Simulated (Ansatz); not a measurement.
MgO:
Space group P4₂/mnm (No. 136); a = b = 5.511 Å, c = 3.276 Å, α = β = γ = 90.00°

```csv
atom,site,symmetry,x,y,z
Mg,4g,m.2m,0.1795,0.1795,0.5000
O,4f,m.2m,0.3166,0.3166,0.0000
```

Relaxed with PBEsol. PBEsol (plane waves, PAW; program Ansatz) gives a gap of 3.36 eV.

Question: What gap does HSE06 give on the same cell (Ansatz, PAW)?

Answer: 5.07 eV, 1.72 eV more. The hybrid was solved on a coarser mesh and at special points; the gap given is the minimum over both.

```tsv
k	v1 PBEsol	c1 PBEsol	v1 HSE06	c1 HSE06
Γ	-0.02	3.36	-0.01	5.07
Z	-0.51	7.70	___	___
M	-0.37	6.54	___	___
A	-0.43	7.05	___	___
R	-0.20	7.88	-0.23	9.77
X	-0.28	5.53	___	___
```

Question: Top valence (v1) and lowest conduction level (c1) in eV from each method's valence maximum (which need not be a listed point): supply the withheld HSE06 values.

Answer: 
- X, v1 HSE06: -0.30
- X, c1 HSE06: 7.30
- A, v1 HSE06: -0.46
- A, c1 HSE06: 8.86
- Z, v1 HSE06: -0.55
- Z, c1 HSE06: 9.61
- M, v1 HSE06: -0.40
- M, c1 HSE06: 8.36

Cost on shared cores: the PBEsol run (SCF on a 5×5×8 mesh, then bands and DOS) around 60 core-seconds (rough), the HSE06 run (SCF on 3×3×5, then a few points) about 100 core-seconds (a rough figure); the tasks are unlike.

Space group P4_2/mnm. The start of the workflow was typed in or built on a structure type; neither database checked (COD, Materials Project) lists it. It is not the phase usual at ambient conditions (space group No. 225). Symmetry was held in the PBEsol relaxation; whether a distortion lowers the energy is not shown.

Potentials: the earlier of the program's two PAW sets. The files were generated under PBE; for other functionals the program regenerates the frozen cores, and for LDA and PBEsol the local potential too.
